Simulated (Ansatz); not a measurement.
Relaxation of a relaxed Al cell displaced along its unstable phonon at q = (½, 0, 0) of its primitive reciprocal cell (82i cm⁻¹), largest move 0.15 Å; 6 atoms in the cell, which starts as Pmmn, origin choice 1 (No. 59), oP6; a = 4.6189 Å, b = 8.0001 Å, c = 2.7847 Å, α = β = γ = 90.00°. All values below come from PBE (plane waves to 420 eV, PAW, scalar-relativistic; Ansatz, an electronic-structure program). Γ-centred k-mesh 4×8×12 on the run's cell (coarser than for final values), Fermi–Dirac smearing 0.05 eV. This is the first round of the run. 

The optimiser's lines from the output (shortened; P is positive under compression):

```
relax step   1: F+E_penalty+E_count = -3224.35865064 eV  Δ(F+E_penalty+E_count) = +0.000e0 eV  max|allowed force component| = 8.221e-2 eV/Å  Δτ_max = 0.0000 Å  P = -0.063 GPa  Ω = 102.897 Å³  (6 SCF iters, dr2 threshold 1.00e-7 eV, accepted)
relax step   2: F+E_penalty+E_count = -3224.39056445 eV  Δ(F+E_penalty+E_count) = -3.191e-2 eV  max|allowed force component| = 1.190e-1 eV/Å  Δτ_max = 0.0548 Å  P = +0.005 GPa  Ω = 102.636 Å³  (5 SCF iters, dr2 threshold 6.00e-7 eV, accepted)
relax step   3: F+E_penalty+E_count = -3224.57960601 eV  Δ(F+E_penalty+E_count) = -1.890e-1 eV  max|allowed force component| = 1.872e-1 eV/Å  Δτ_max = 0.1761 Å  P = -0.233 GPa  Ω = 101.811 Å³  (5 SCF iters, dr2 threshold 6.00e-7 eV, accepted)
relax step   4: F+E_penalty+E_count = -3224.82476521 eV  Δ(F+E_penalty+E_count) = -2.452e-1 eV  max|allowed force component| = 3.640e-1 eV/Å  Δτ_max = 0.1951 Å  P = -0.162 GPa  Ω = 100.357 Å³  (5 SCF iters, dr2 threshold 6.00e-7 eV, accepted)
relax step   5: F+E_penalty+E_count = -3224.95493353 eV  Δ(F+E_penalty+E_count) = -1.302e-1 eV  max|allowed force component| = 1.562e-1 eV/Å  Δτ_max = 0.1930 Å  P = +0.100 GPa  Ω = 99.193 Å³  (5 SCF iters, dr2 threshold 6.00e-7 eV, accepted)
relax step   6: F+E_penalty+E_count = -3224.99487144 eV  Δ(F+E_penalty+E_count) = -3.994e-2 eV  max|allowed force component| = 1.530e-2 eV/Å  Δτ_max = 0.1357 Å  P = -0.123 GPa  Ω = 99.090 Å³  (5 SCF iters, dr2 threshold 6.00e-7 eV, accepted)
relax step   7: F+E_penalty+E_count = -3225.01102516 eV  Δ(F+E_penalty+E_count) = -1.615e-2 eV  max|allowed force component| = 4.813e-2 eV/Å  Δτ_max = 0.0200 Å  P = +0.455 GPa  Ω = 98.390 Å³  (4 SCF iters, dr2 threshold 6.00e-7 eV, accepted)
relax step   8: F+E_penalty+E_count = -3224.94544752 eV  Δ(F+E_penalty+E_count) = +6.558e-2 eV  max|allowed force component| = 8.215e-2 eV/Å  Δτ_max = 0.0210 Å  P = +0.968 GPa  Ω = 98.374 Å³  (4 SCF iters, dr2 threshold 6.00e-7 eV, rejected (line search))
relax step   9: F+E_penalty+E_count = -3225.00619560 eV  Δ(F+E_penalty+E_count) = +4.830e-3 eV  max|allowed force component| = 9.906e-2 eV/Å  Δτ_max = 0.0649 Å  P = -1.741 GPa  Ω = 101.517 Å³  (7 SCF iters, rejected (line search))
relax step  10: F+E_penalty+E_count = -3225.02685159 eV  Δ(F+E_penalty+E_count) = -1.583e-2 eV  max|allowed force component| = 3.164e-2 eV/Å  Δτ_max = 0.0148 Å  P = +0.337 GPa  Ω = 98.646 Å³  (7 SCF iters, accepted)
relax step  11: F+E_penalty+E_count = -3225.03100657 eV  Δ(F+E_penalty+E_count) = -4.155e-3 eV  max|allowed force component| = 1.401e-2 eV/Å  Δτ_max = 0.0201 Å  P = -0.259 GPa  Ω = 99.387 Å³  (4 SCF iters, dr2 threshold 6.00e-7 eV, accepted)
relax step  12: F+E_penalty+E_count = -3225.03186701 eV  Δ(F+E_penalty+E_count) = -8.604e-4 eV  max|allowed force component| = 2.394e-3 eV/Å  Δτ_max = 0.0046 Å  P = -0.034 GPa  Ω = 99.096 Å³  (3 SCF iters, dr2 threshold 4.82e-7 eV, accepted)
relax step  13: F+E_penalty+E_count = -3225.03194110 eV  Δ(F+E_penalty+E_count) = -7.409e-5 eV  max|allowed force component| = 1.559e-4 eV/Å  Δτ_max = 0.0007 Å  P = +0.003 GPa  Ω = 99.050 Å³  (3 SCF iters, dr2 threshold 3.17e-8 eV, accepted)
relax step  14: F+E_penalty+E_count = -3225.03559616 eV  Δ(F+E_penalty+E_count) = -3.655e-3 eV  max|allowed force component| = 1.569e-4 eV/Å  Δτ_max = 0.0000 Å  P = +0.052 GPa  Ω = 99.050 Å³  stress off target by 1.20e-1 GPa  SCF on the basis re-selected at this cell (its energy is not comparable with the rows above)  (5 SCF iters)
relax step  15: F+E_penalty+E_count = -3225.03560938 eV  Δ(F+E_penalty+E_count) = -1.321e-5 eV  max|allowed force component| = 6.641e-6 eV/Å  Δτ_max = 0.0001 Å  P = -0.005 GPa  Ω = 99.125 Å³  (3 SCF iters, dr2 threshold 3.62e-8 eV, accepted)
relax step  16: F+E_penalty+E_count = -3225.03561491 eV  Δ(F+E_penalty+E_count) = -5.531e-6 eV  max|allowed force component| = 5.652e-6 eV/Å  Δτ_max = 0.0000 Å  P = -0.000 GPa  Ω = 99.118 Å³  (3 SCF iters, dr2 threshold 2.84e-9 eV, accepted)
relax step  17: F+E_penalty+E_count = -3225.03563192 eV  Δ(F+E_penalty+E_count) = -1.701e-5 eV  max|allowed force component| = 5.629e-6 eV/Å  Δτ_max = 0.0000 Å  P = +0.000 GPa  Ω = 99.118 Å³  stress off target by 1.53e-3 GPa  SCF on the basis re-selected at this cell (its energy is not comparable with the rows above)  (4 SCF iters)
```

From the first to the last row the energy changes by -0.11 eV/atom and the volume by -3.7 %. The last row is marked as not comparable with the walk above it, whose basis was carried along; it does compare with step 1, since both stand on a basis selected at the nominal cutoff for their own cell.

Steps 8, 9 were rejected by the optimiser.

Later rounds, restarted from the end of this one on a renewed k-mesh, logged 11 more steps and released under 0.01 eV/atom more. The final structure after all rounds: Fm-3m (No. 225), cF4, fcc (Cu type); a = 4.040 Å, b = 4.040 Å, c = 4.040 Å, α = 90.00°, β = 90.00°, γ = 90.00°. Between re-selections the logged energies stand on a plane-wave basis carried along with the cell. No spin polarisation in the result.

The run could not lose the symmetry of its start.

Of the parent cell (P6/mmm (No. 191)): it is a generated cell of Al: the first start was made by placing the elements on the sites of a structure type, and the end was not matched to a known phase here, so it may be hypothetical. Known forms of Al include space group No. 225.
